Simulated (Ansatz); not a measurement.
This run works on a generated trial structure, not on a known crystal.

Input and command of a plane-wave DFT calculation in Ansatz:

```yaml
crystal:
  lattice:
    - [5.1374989301, -1.5825170723, -0.0226155782]
    - [5.1374989301, 1.5825170723, -0.0226155782]
    - [-1.526677799, 0.0, 5.4189731007]
  atoms:
    - { symbol: Hf, position: [0.2208940191, 0.2208940191, 0.2269284996] }
    - { symbol: Hf, position: [0.7791059809, 0.7791059809, 0.7730715004] }
    - { symbol: Ta, position: [0.0, 0.0, 0.5] }
    - { symbol: "N", position: [0.1438619755, 0.1438619755, 0.8382992134] }
    - { symbol: "N", position: [0.6194634198, 0.6194634198, 0.3880156734] }
    - { symbol: "N", position: [0.8561380245, 0.8561380245, 0.1617007866] }
    - { symbol: "N", position: [0.3805365802, 0.3805365802, 0.6119843266] }
basis:
  ecutwfc: 420
kpoints:
  mp_grid: { grid: [10, 10, 6] }
hamiltonian:
  xc: pbe
scf:
  occupations: { method: gaussian, width: 0.1 }
output:
  forces: true
  stress: true
  eigenvalues: true
relax:
  adjacent_minimum: "off"
  f_tol: 0.001
  max_steps: 60
  cell: { stress_tol: 0.01 }
```

```bash
ansatz run input.yaml --threads 3 --pin off --max-ram 7680MiB --backend cpu --events-out ev --progress --plain --runs-dir out
```

Processor: Intel(R) Xeon(R) Processor @ 2.70GHz, 3 threads, on a host shared with other jobs.

**Question.** How long does it run, and how much memory does it take?

**Answer.** About 2.3 min, peak memory 0.9 GiB. It solves 51 bands at 172 k points (after reduction by symmetry) with about 1729 plane waves (on the last cell), in 38 SCF iterations over 6 ionic steps.
